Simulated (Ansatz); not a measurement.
CdSe:
```yaml
crystal:
  lattice:
    - [0.00000, 3.06665, 3.06665]
    - [3.06665, 0.00000, 3.06665]
    - [3.06665, 3.06665, 0.00000]
  atoms:
    - { symbol: Se, position: [0.75000, 0.75000, 0.75000] }
    - { symbol: Cd, position: [0.00000, 0.00000, 0.00000] }
```

x, y and z are the axes in which the lattice vectors are written.

Give the high-frequency dielectric tensor and the Born effective charge tensors of the independent atoms from DFPT, DFT-r²SCAN in the program Ansatz with PAW potentials.


ε∞:
```
6.56  0.00  0.00
0.00  6.56  0.00
0.00  0.00  6.56
```
Z* of atom 1 (Se), rows: field, columns: displacement, in e:
```
-2.26   0.00   0.00
 0.00  -2.26   0.00
 0.00   0.00  -2.26
```
Z* of atom 2 (Cd), rows: field, columns: displacement, in e:
```
2.26  0.00  0.00
0.00  2.26  0.00
0.00  0.00  2.26
```

Static charges for comparison (Bader): Se1 -0.82, Cd2 +0.82 e. Born charges measure polarisation by displacement and can exceed these by far.

Space group F-43m (zinc blende). Symmetry was held in the r²SCAN relaxation. Spin–orbit coupling is left out wherever it is not named.

Potentials: the later of the program's two PAW sets.
